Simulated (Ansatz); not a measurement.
MgTe (zinc blende, F-43m), PBEsol (plane waves, PAW; program Ansatz). The conduction-band minimum lies at Γ, with 1 equivalent valley. Second derivatives d²E/dk² of the lowest band at one valley (eV·Å²), along Cartesian directions:

| direction | d²E/dk² |
|---|---|
| [100] | 46.42 |
| [010] | 46.42 |
| [001] | 46.42 |
| [110] | 46.39 |
| [101] | 46.39 |
| [011] | 46.39 |

### Question
Find the principal effective masses, the density-of-states mass and the conductivity mass.

### Answer
Off-diagonal terms follow from H_xy = H[110] − (H_xx + H_yy)/2, and m*/mₑ = 7.620 eV·Å² over each eigenvalue: 0.16, 0.16, 0.16. One valley's DOS mass (m₁m₂m₃)^(1/3) = 0.16, conductivity mass 3/(Σ 1/mᵢ) = 0.16 mₑ.

### Question
What effective density of states Nc follows at 300 K for parabolic valleys?

### Answer
Nc = 2.509e19 × 1 × (0.16)^(3/2) ≈ 1.6e18 cm⁻³.

Symmetry was held in the PBEsol relaxation. Spin–orbit coupling is left out wherever it is not named.

Potentials: the later of the program's two PAW sets.

Edges and masses are those of Kohn–Sham bands, whose gap is no quasiparticle gap.
